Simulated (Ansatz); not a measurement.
Relaxed CdS (wurtzite):

```
CELL_PARAMETERS angstrom
      4.19618     0.00000     0.00000
     -2.09809     3.63400     0.00000
      0.00000     0.00000     6.82953
ATOMIC_POSITIONS crystal
  Cd 0.33333 0.66667 0.99917
  Cd 0.66667 0.33333 0.49917
  S  0.33333 0.66667 0.37563
  S  0.66667 0.33333 0.87563
```

In each cell atom 1 (Cd, nearest neighbour S at 2.565 Å; its periodic images, 4.2 Å or more away, move with it) moves by s·(0.000, 0.000, 1.000) (along Cartesian z), the rest being held.

All values below come from PBE (plane waves to 420 eV, PAW, scalar-relativistic; Ansatz, a program for electronic structure). k mesh 7×7×4 (Γ-centred), Fermi-Dirac smearing 0.05 eV. F∥ is the force on the atom along that direction. CdS was relaxed with its symmetry unable to fall. 

```tsv
s (Å)	F∥ (eV/Å)
-0.510	1.019
-0.408	1.049
-0.306	0.983
-0.204	0.803
-0.102	0.487
0.000	-0.002
0.102	-0.714
0.204	-1.726
0.306	-3.156
0.408	-5.174
0.510	-8.034
```

Problem. What is the force constant k = d²E/ds² of this move at s = 0?

Solution. 5.78 eV/Å². The forces along the line at the two nearest points give (0.487 − (-0.714)) / (2·0.102) = 5.89 eV/Å²; the next pair corrects for the finite step.

(A displaced cell: forces are minus the slopes of the energy, force constants its curvatures, and phonons follow from these.)
